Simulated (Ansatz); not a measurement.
Rb (bcc (W type), Im-3m), a = b = c = 5.371 Å, α = β = γ = 90.00°; the cell used has 1 atom.

Relaxed with LDA in the plane-wave PAW code Ansatz. Indices refer to the conventional cell of Im-3m, a = 5.371 Å, b = 5.371 Å, c = 5.371 Å, α = 90.00°, β = 90.00°, γ = 90.00°.

**Question.** Simulate the powder diffraction pattern (Ag Kα, λ = 0.560885 Å; lines above 1 %) up to 2θ = 30°.

**Answer.** Simulated powder pattern, Ag Kα, λ = 0.560885 Å (kinematic, ideal powder, no thermal factors, no anomalous dispersion; the 30 strongest lines at most, above 1 %, up to 2θ = 30°):

```tsv
2θ (°)	d (Å)	I/Imax (%)	hkl
8.47	3.798	100	(110)
11.99	2.685	21	(200)
14.70	2.193	49	(211)
16.99	1.899	16	(220)
19.01	1.698	24	(310)
20.84	1.550	6.0	(222)
22.53	1.435	28	(321)
24.11	1.343	2.9	(400)
25.60	1.266	14	(411)+(330)
27.01	1.201	8.1	(420)
28.35	1.145	7.0	(332)
29.64	1.096	6.0	(422)
```

The LDA relaxation kept the symmetry of its start.

Potentials: the later of the program's two PAW sets.
